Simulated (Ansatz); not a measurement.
## Calculated ⁷¹Ga NMR of the central transition for Zn₄InGaO₇

Cell: a computed structure from the Materials Project (it need not be an observed phase).

Space group P6_3/mmc (No. 194); a = 3.3278, c = 33.3961 Å, γ = 120.00°.

| site | Wyckoff | site symmetry | x | y | z |
| --- | --- | --- | --- | --- | --- |
| Zn1 | 4f | 3m. | 0.3333 | 0.6667 | 0.9078 |
| Zn5 | 4e | 3m. | 0.0000 | 0.0000 | 0.8289 |
| In | 2a | -3m. | 0.0000 | 0.0000 | 0.0000 |
| Ga | 2d | -6m2 | 0.3333 | 0.6667 | 0.7500 |
| O13 | 4f | 3m. | 0.3333 | 0.6667 | 0.9672 |
| O17 | 4e | 3m. | 0.0000 | 0.0000 | 0.8889 |
| O21 | 4f | 3m. | 0.3333 | 0.6667 | 0.8100 |
| O25 | 2b | -6m2 | 0.0000 | 0.0000 | 0.7500 |

One atom of each set is listed.

The numbers come from a DFT calculation in Ansatz (PBE, plane waves and PAW, scalar-relativistic, 420 eV cutoff, Γ-centred 8×8×1 k-points, Fermi–Dirac smearing 0.02 eV).

⁷¹Ga has I = 3/2 and Q = 107.0 mb (Pyykkö 2018); at 23.5 T its Larmor frequency is ν₀ = 306.0 MHz. Only the quadrupole interaction is simulated: positions count from each site's isotropic chemical shift, and J coupling is left out, as are shift anisotropy and dipolar coupling, which fast spinning averages.

**Question.** Give C_Q, η, the quadrupolar product P_Q = |C_Q|(1 + η²/3)^½, the second-order isotropic shift and the breadth of the pattern (fast magic-angle spinning) for each Ga site.

**Answer.** 

```tsv
site	first shell	C_Q (MHz)	η	P_Q (MHz)	δ_QIS (ppm)	breadth (kHz)
Ga	5 O at 1.92–2.00 Å	-10.2	0.00	10.2	-28.0	18.3
```

δ_QIS = −(ν_Q²/30ν₀²)[I(I+1) − 3/4](1 + η²/3) × 10⁶ ppm with ν_Q = 3|C_Q|/[2I(2I−1)]; it falls as 1/B₀² in ppm, and the breadth as 1/B₀ in kHz.

The broadest static pattern spans 45 kHz. The table holds for spinning faster than that; slower spinning leaves sidebands.

An axis of threefold or higher order runs through Ga, so V_zz lies along it and η is zero.

Hardware: 1 thread of Intel Xeon Platinum 8259CL CPU @ 2.50GHz (Skylake/Cascade Lake) (x86_64; 4 cores open to the job, memory cap 2.5 GiB, no GPU), a shared host with a load of 0.8 a core. Wall time 53 s, CPU time 53 s, peak memory 0.97 GiB.
